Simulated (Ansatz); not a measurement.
In CuZn (CsCl type) the Cu atom of the primitive cell, with all its periodic images, is moved by 0.06 Å along [111].

```
Cu Zn
1.0
     2.97000    0.00000    0.00000
     0.00000    2.97000    0.00000
     0.00000    0.00000    2.97000
Cu Zn
1 1
Direct
  0.01166 0.01166 0.01166
  0.50000 0.50000 0.50000
```

The calculation used HSE06, plane waves, all-electron PAW datasets generated for the crystal, point nucleus (Ansatz).

Cutoff 340 eV; exchange singularity: Wigner-Seitz; k-mesh 4×4×4 Γ-centred; Fermi–Dirac smearing of 0.1 eV; no spin polarisation.

Question: What force results?

Answer: The force on it along the displacement is -0.2427 eV/Å, a force constant of 4.04 eV/Å².

```json
{"atom": "Cu1", "Fx (eV/Å)": "-0.1401", "Fy (eV/Å)": "-0.1401", "Fz (eV/Å)": "-0.1401"}
{"atom": "Zn2", "Fx (eV/Å)": "0.1400", "Fy (eV/Å)": "0.1400", "Fz (eV/Å)": "0.1400"}
```

The k-mesh is coarse, so these values belong to this mesh and can lie far from the converged ones.
